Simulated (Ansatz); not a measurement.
Molecular dynamics on a 2×2×1 supercell (24 atoms) of BaH2 (P6_3/mmc), relaxed with r2SCAN. Forces come from r2SCAN in the PAW code Ansatz: a Nosé-Hoover thermostat at fixed volume, 300 K, steps of 1 fs. Computed, non-magnetic; the trajectory is short and the cell small, so nothing here is a converged average.

```yaml
crystal:
  lattice:
    - [8.8730471508, 1.0e-10, 0.0]
    - [-4.4365235755, 7.6842842416, 0.0]
    - [0.0, 0.0, 6.0026477333]
  atoms:
    - { symbol: Ba, position: [0.3333333333, 0.1666666667, 0.75] }
    - { symbol: Ba, position: [0.1666666667, 0.3333333333, 0.25] }
    - { symbol: H, position: [0.1666666667, 0.3333333333, 0.75] }
    - { symbol: H, position: [0.3333333333, 0.1666666667, 0.25] }
    - { symbol: H, position: [0.0, 0.0, 0.5] }
    - { symbol: H, position: [0.0, 0.0, 0.0] }
    - { symbol: Ba, position: [0.3333333333, 0.6666666667, 0.75] }
    - { symbol: Ba, position: [0.1666666667, 0.8333333333, 0.25] }
    - { symbol: H, position: [0.1666666667, 0.8333333333, 0.75] }
    - { symbol: H, position: [0.3333333333, 0.6666666667, 0.25] }
    - { symbol: H, position: [0.0, 0.5, 0.5] }
    - { symbol: H, position: [0.0, 0.5, 0.0] }
    - { symbol: Ba, position: [0.8333333333, 0.1666666667, 0.75] }
    - { symbol: Ba, position: [0.6666666667, 0.3333333333, 0.25] }
    - { symbol: H, position: [0.6666666667, 0.3333333333, 0.75] }
    - { symbol: H, position: [0.8333333333, 0.1666666667, 0.25] }
    - { symbol: H, position: [0.5, 0.0, 0.5] }
    - { symbol: H, position: [0.5, 0.0, 0.0] }
    - { symbol: Ba, position: [0.8333333333, 0.6666666667, 0.75] }
    - { symbol: Ba, position: [0.6666666667, 0.8333333333, 0.25] }
    - { symbol: H, position: [0.6666666667, 0.8333333333, 0.75] }
    - { symbol: H, position: [0.8333333333, 0.6666666667, 0.25] }
    - { symbol: H, position: [0.5, 0.5, 0.5] }
    - { symbol: H, position: [0.5, 0.5, 0.0] }
kpoints:
  mp_grid: { grid: [3, 3, 2] }
hamiltonian:
  xc: r2scan
scf:
  occupations: { method: fermi_dirac, width: 0.026 }
md:
  ensemble: nvt_nose_hoover
  temperature: 300
  timestep: 1.0
  n_steps: 40
  initial_velocities: maxwell_boltzmann
  seed: 8972
```

Command: `ansatz run input.yaml --threads 4 --pin off --max-ram 4608MiB --backend cpu --events-out ev --progress --plain --runs-dir out`. It ended after 7.7 min on 4 threads of Arm Neoverse N1 (shared host); peak host memory 1.8 GiB.

| step | t (fs) | T (K) | free energy F from step 0 (meV/atom) | kinetic energy (meV/atom) | largest force (eV/Å) |
| --- | --- | --- | --- | --- | --- |
| 0 | 0 | 300 | 0.0 | 37.2 | 0.00 |
| 1 | 1 | 295 | 0.6 | 36.6 | 0.16 |
| 2 | 2 | 281 | 2.4 | 34.8 | 0.31 |
| 3 | 3 | 259 | 5.1 | 32.1 | 0.45 |
| 4 | 4 | 232 | 8.4 | 28.8 | 0.58 |
| 5 | 5 | 203 | 12.1 | 25.2 | 0.69 |
| 6 | 6 | 175 | 15.6 | 21.7 | 0.77 |
| 7 | 7 | 151 | 18.6 | 18.7 | 0.84 |
| 8 | 8 | 134 | 20.8 | 16.6 | 0.86 |
| 9 | 9 | 124 | 21.9 | 15.4 | 0.85 |
| 10 | 10 | 123 | 22.1 | 15.2 | 0.79 |
| 11 | 11 | 129 | 21.3 | 16.0 | 0.72 |
| 12 | 12 | 141 | 19.9 | 17.4 | 0.63 |
| 13 | 13 | 155 | 18.1 | 19.3 | 0.53 |
| 14 | 14 | 171 | 16.1 | 21.2 | 0.43 |
| 15 | 15 | 186 | 14.3 | 23.0 | 0.41 |
| 16 | 16 | 198 | 12.9 | 24.5 | 0.39 |
| 17 | 17 | 206 | 11.9 | 25.5 | 0.37 |
| 18 | 18 | 209 | 11.5 | 25.9 | 0.35 |
| 19 | 19 | 209 | 11.6 | 25.8 | 0.36 |
| 20 | 20 | 204 | 12.2 | 25.3 | 0.45 |
| 21 | 21 | 196 | 13.2 | 24.3 | 0.53 |
| 22 | 22 | 186 | 14.5 | 23.1 | 0.58 |
| 23 | 23 | 175 | 15.9 | 21.7 | 0.62 |

The temperature starts at 300 K, is lowest at step 10 (123 K, 10 fs) and ends at 175 K. The thermostat hasn't had time to restore it. The atoms start on their lattice sites with kinetic energy alone, so much of it first passes into potential energy. By the last step the atoms have moved 0.22 Å in the root mean square, the drift of the whole cell taken out, 0.46 Å at most. The job's limit cut the run after 23 of 40 steps.

Positions (Å) and forces (eV/Å) at step 23:
```
Ba   2.216   1.258   4.478     0.020  -0.069   0.026
Ba  -0.017   2.598   1.507     0.125  -0.299  -0.040
H    0.006   2.375   4.537     0.015   0.622  -0.034
H    2.153   1.237   1.571     0.265   0.267   0.144
H   -0.176   0.095   3.076     0.047  -0.119  -0.107
H    0.315   0.080   0.052    -0.100  -0.148  -0.144
Ba  -0.005   5.108   4.505     0.112  -0.021  -0.074
Ba  -2.193   6.423   1.445    -0.231  -0.072   0.228
H   -2.198   6.367   4.053     0.020   0.093   0.193
H    0.007   5.222   1.663    -0.040  -0.308   0.057
H   -2.216   3.851   2.932    -0.048  -0.170   0.054
H   -2.204   4.028  -0.069     0.086  -0.094   0.026
Ba   6.641   1.292   4.497    -0.004  -0.066   0.230
Ba   4.455   2.586   1.503    -0.028  -0.284  -0.168
H    4.362   2.607   4.785     0.196  -0.119  -0.061
H    6.815   1.126   1.135    -0.334   0.474   0.062
H    4.740   0.213   2.941    -0.210  -0.119   0.053
H    4.388  -0.152  -0.029    -0.139   0.057  -0.010
Ba   4.452   5.105   4.547    -0.065   0.386  -0.034
Ba   2.192   6.367   1.528     0.302   0.147  -0.117
H    2.172   6.497   4.884     0.151  -0.329  -0.176
H    4.455   5.081   1.407     0.002   0.183   0.002
H    2.369   3.923   3.083    -0.106  -0.056   0.014
H    2.156   3.782   0.146    -0.037   0.044  -0.123
```
